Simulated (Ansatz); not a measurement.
## TiAl: lifting an adatom of H

TiAl, P4/mmm, a = 2.795 Å, c = 4.039 Å. The structure is a COD entry; whether it is the stable form wasn't checked. Ansatz: PBEsol, PAW, 420 eV, Γ-centred 10×10×1 mesh on 5 atoms, Gaussian smearing 0.10 eV; no spin polarisation. One H atom per 1×1 cell of the (001) face (slab of 4 planes, Ti on top, held rigid) is raised along the normal at one place in the plane; the height is over the top plane, neighbouring adatoms stand 2.80 Å apart, and y is the energy over the lowest row.

| height (Å) | y (eV) | force (eV/Å) |
| --- | --- | --- |
| 0.65 | 0.752 | 2.55 |
| 0.90 | 0.227 | 1.53 |
| 1.20 | 0.000 | 0.00 |
| 1.50 | 0.186 | -1.15 |
| 1.90 | ? | ? |
| 2.40 | 1.714 | -1.68 |
| 3.20 | 2.761 | -0.91 |
| 4.20 | 3.281 | -0.22 |

Question: Fit a Morse curve y = D[1 − e^(−α(z − z0))]² to the other rows, give the force constant, and predict the missing row.

Answer: Least squares gives D = 3.943 eV, α = 0.8221 1/Å, z0 = 1.103 Å; the force constant is 2Dα² = 5.33 eV/Å². The computed force vanishes near 1.20 Å, not at z0, so the tail has pulled the fit off the well. At z = 1.90: e^(−α(z − z0)) = 0.5193, y = 0.911 eV and the force −2Dα e(1 − e) = -1.62 eV/Å (computed -1.81). The run gave 0.809 eV, so the fit is 0.102 eV too high, within twice the rms miss on the fitted rows (0.077 eV). D is the plateau of the fit; the highest row has reached 83 % of it, and without spin the far atom lies too high, so D overstates the binding. At the lowest row a force of 1.0 eV/Å still pushes the adatom sideways, so this place is no binding site, and D, z0 and the force constant belong to this line alone.

Cost: 8 runs of about 3.4 core-minutes in all, on Intel Xeon Processor @ 2.70GHz (shared hosts).